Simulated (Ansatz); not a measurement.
# Sr: strain and displacement

```
Sr
1.0
     4.31000    0.00000    0.00000
    -2.15500    3.73257    0.00000
     0.00000    0.00000    7.05000
Sr
2
Direct
  0.33333 0.66667 0.25000
  0.66667 0.33333 0.75000
```

Atoms are numbered in the order listed.

Conventional cell: a = 4.310 Å, b = 4.310 Å, c = 7.050 Å, α = 90.00°, β = 90.00°, γ = 120.00°. Sr (atom 1) is surrounded by 12 Sr at 4.31 Å.

The cell is COD entry 1540836, as deposited and not checked against the literature; nothing was relaxed.

The calculation used DFT, LDA, all-electron LAPW, scalar-relativistic in Ansatz 0.2.0.

Sampling and basis: a Γ-centred 10×10×5 k mesh, Fermi–Dirac smearing of 0.08 eV, basis error target 1 meV/atom, no spin polarisation.

The unchanged cell is at -1.55 GPa.

In a metal, stresses and small energies carry noise from the k mesh.

x, y and z are the Cartesian axes of the cell as listed; fractional coordinates follow a strain, and an engineering shear is twice the off-diagonal strain component.

Problem. With this change (equal xy, yz and zx engineering shear strains of -2 %), what becomes of the energy and stress and forces?

Solution. Energy change +1 meV/atom; stress change (xx, yy, zz, yz, xz, xy) 0.00, 0.01, 0.01, 0.11, 0.11, 0.16 GPa, compression positive; change of the force on Sr2 (-0.017, 0.000, -0.002) eV/Å.

Problem. With this change (equal xy, yz and zx engineering shear strains of -1 %), what becomes of the energy and stress?

Solution. Energy change under 1 meV/atom; stress change (xx, yy, zz, yz, xz, xy) 0.00, 0.00, 0.00, 0.05, 0.05, 0.08 GPa, compression positive.

Problem. With this change (equal xy, yz and zx engineering shear strains of +1 %), what becomes of the energy and stress?

Solution. Energy change under 1 meV/atom; stress change (xx, yy, zz, yz, xz, xy) 0.00, 0.00, 0.00, -0.05, -0.05, -0.08 GPa, compression positive.

Problem. With this change (equal xy, yz and zx engineering shear strains of +2 %), what becomes of the energy and stress and forces?

Solution. Energy change +1 meV/atom; stress change (xx, yy, zz, yz, xz, xy) 0.00, 0.01, 0.01, -0.11, -0.11, -0.15 GPa, compression positive; change of the force on Sr1 (-0.012, 0.000, 0.002) eV/Å.
